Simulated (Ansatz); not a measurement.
Ansatz input

```yaml
crystal:
  lattice:
    - [-1.608005817, 1.6068896813, 1.2492221708]
    - [1.6068896813, -1.608005817, 1.2492221708]
    - [2.9898571556, 2.9898571556, -1.2512663753]
  atoms:
    - { symbol: Mn, position: [0.9998791685, 0.0001208315, 1.0], spin: 1.472 }
    - { symbol: Mn, position: [0.7501208315, 0.2498791685, 0.5], spin: 1.472 }
hamiltonian:
  xc: r2scan
  pseudopotentials:
    kind: paw
    azcp:
      Mn: "pseudopotentials/Mn.paw.azcp"
basis:
  ecutwfc: 500
  fft_grid_basis: typed
kpoints:
  mp_grid: { grid: [17, 17, 9], shift: [0, 0, 0] }
magnetization:
  spin_polarized: true
scf:
  occupations: { method: fermi_dirac, width: 0.05 }
  lower_state_search: "off"
output:
  stress: true
```

and its output:

```
Engine: ansatz 0.2.0, x86_64-unknown-linux-gnu
Pseudopotentials: kind: paw
Pseudopotential: Mn, paw, valence charge 15, recommended cutoff 500 eV (meta_gga) 
Functional definition: r2SCAN
  parameter k0 = 0.174
  parameter k1 = 0.065
  parameter a1 = 4.9479
  exchange = r2scan_x(k0 = k0, k1 = k1, a1 = a1)
  correlation = r2scan_c
Crystal: 2 atoms, lattice volume = 24.011 Å³
Basis set: ecut = 500 eV, 607 PW (Γ), exchange–correlation on 80×80×144 points (64 copies of the dense FFT grid, shifted against one another)
Bands: 21, of which v1, the nominal top of the filled ones, is band 15 counted from 1 (14 counted from 0)
Symmetry: 4 space group operations
Space group: C2/c (ITA 15), of the structure as read, at distance tolerance 2.9e-5 Å
Magnetic group: BNS 15.85 (UNI 92), of the structure as read, at distance tolerance 2.9e-5 Å
k-points: 693 of 2601
Non-local potential: Mn, projectors of the file, l = 0: 3, l = 1: 2, l = 2: 3, l = 3: 1
PAW form: soft (Blöchl's): semilocal exchange-correlation on the pseudo side does not see the compensation charge
PAW frozen core: Mn, regenerated for the run's functional (the file was generated under x = pbe(κ = 0.804, μ = 0.2195149727645171), c = pbe(β = 0.06672455060314922))
PAW one-centre angular grid: Mn, 590 points (default); XC on 160 Gauss nodes
Initial density: superposition of atomic densities (chi_scale 0.1, normalization cell)
Starting moments: Σ|m| = 2.944 μB on 2 of 2 sites
Initial wavefunctions: pseudopotential atomic-orbital guess
Functional: x = r2scan, c = r2scan; τ floored in thin density (d = 2e-4 eV/Å³)
SCF iter   1: F=-7805.481734 eV  HF=-7806.812894 eV  |F-HF|=1.33e0  |Δ(HF+E_count)|=         —  Δρ=6.05e-2 (↑6.05e-2 ↓5.03e-2)  dr2=1.98e0  dr2_τ=1.78e-2  dr2_m=5.22e-2  M=2.598 μB ∫|m|=2.606 μB  β_m=0.30  ethr=3.10e-3  ⟨swp⟩=3.3  Hψ=109739  notcnv=0
SCF iter   2: F=-7806.627395 eV  HF=-7806.619127 eV  |F-HF|=8.27e-3  |Δ(HF+E_count)|=   1.94e-1  Δρ=3.03e-2 (↑1.38e-2 ↓3.03e-2)  dr2=2.81e-1  dr2_τ=8.58e-3  dr2_m=4.01e-2  M=2.765 μB ∫|m|=2.795 μB  β_m=1.00  ethr=3.10e-3  ⟨swp⟩=2.9  Hψ=64290  notcnv=0  defer=639  κ⁻¹=1.0e0(r=1)
SCF iter   3: F=-7806.837258 eV  HF=-7806.703104 eV  |F-HF|=1.34e-1  |Δ(HF+E_count)|=   8.40e-2  Δρ=1.55e-2 (↑1.35e-2 ↓1.55e-2)  dr2=2.02e-2  dr2_τ=1.14e-3  dr2_m=3.55e-2  M=2.873 μB ∫|m|=2.985 μB  β_m=1.00  ethr=9.36e-4  ⟨swp⟩=2.6  Hψ=58338  notcnv=0  defer=639  κ⁻¹=2.6e-3(r=2)
SCF iter   4: F=-7806.871923 eV  HF=-7806.738078 eV  |F-HF|=1.34e-1  |Δ(HF+E_count)|=   3.50e-2  Δρ=1.15e-2 (↑1.15e-2 ↓3.55e-3)  dr2=1.38e-2  dr2_τ=2.15e-4  dr2_m=1.11e-2  M=2.955 μB ∫|m|=3.103 μB  β_m=1.00  ethr=6.73e-5  ⟨swp⟩=2.8  Hψ=69605  notcnv=0  defer=639  κ⁻¹=1.9e-4(r=3)
SCF iter   5: F=-7806.890935 eV  HF=-7806.782663 eV  |F-HF|=1.08e-1  |Δ(HF+E_count)|=   4.46e-2  Δρ=6.67e-3 (↑6.67e-3 ↓2.43e-3)  dr2=3.58e-3  dr2_τ=1.16e-4  dr2_m=4.25e-3  M=3.009 μB ∫|m|=3.173 μB  β_m=1.00  ethr=4.61e-5  ⟨swp⟩=2.5  Hψ=57856  notcnv=0  defer=651  κ⁻¹=2.9e-5(r=4)
SCF iter   6: F=-7806.901120 eV  HF=-7806.824180 eV  |F-HF|=7.69e-2  |Δ(HF+E_count)|=   4.15e-2  Δρ=3.87e-3 (↑3.87e-3 ↓2.88e-3)  dr2=2.38e-4  dr2_τ=4.04e-5  dr2_m=2.38e-3  M=3.054 μB ∫|m|=3.228 μB  β_m=1.20  ethr=1.19e-5  ⟨swp⟩=2.4  Hψ=63067  notcnv=0  defer=675
Mixer restart at iter 6: flushing history
spin-set hold released at iteration 6 (site moments contracting): the magnetisation degrees of freedom join the quasi-Newton model from the next iteration; the mixer history was flushed
SCF iter   7: F=-7806.908351 eV  HF=-7806.851422 eV  |F-HF|=5.69e-2  |Δ(HF+E_count)|=   2.72e-2  Δρ=3.59e-3 (↑3.59e-3 ↓1.93e-3)  dr2=5.90e-4  dr2_τ=2.28e-5  dr2_m=1.52e-3  M=3.102 μB ∫|m|=3.284 μB  β_m=1.20  ethr=7.92e-7  ⟨swp⟩=2.2  Hψ=60999  notcnv=0  defer=676  κ⁻¹=1.0e0(r=1)
SCF iter   8: F=-7806.915804 eV  HF=-7806.882124 eV  |F-HF|=3.37e-2  |Δ(HF+E_count)|=   3.07e-2  Δρ=2.59e-3 (↑2.59e-3 ↓1.60e-3)  dr2=2.61e-4  dr2_τ=1.55e-5  dr2_m=8.30e-4  M=3.165 μB ∫|m|=3.353 μB  β_m=1.20  ethr=7.92e-7  ⟨swp⟩=2.4  Hψ=63416  notcnv=0  defer=682  κ⁻¹=7.5e-1(r=2)
SCF iter   9: F=-7806.927052 eV  HF=-7806.922875 eV  |F-HF|=4.18e-3  |Δ(HF+E_count)|=   4.08e-2  Δρ=1.82e-3 (↑1.82e-3 ↓1.50e-3)  dr2=1.76e-4  dr2_τ=8.57e-6  dr2_m=4.11e-4  M=3.322 μB ∫|m|=3.526 μB  β_m=1.20  ethr=7.92e-7  ⟨swp⟩=2.9  Hψ=71975  notcnv=0  defer=697  κ⁻¹=4.2e-2(r=3)
Error: SIGTERM received: cancelled by the caller after 9 completed SCF iterations
```

The run was cut off at its time limit.
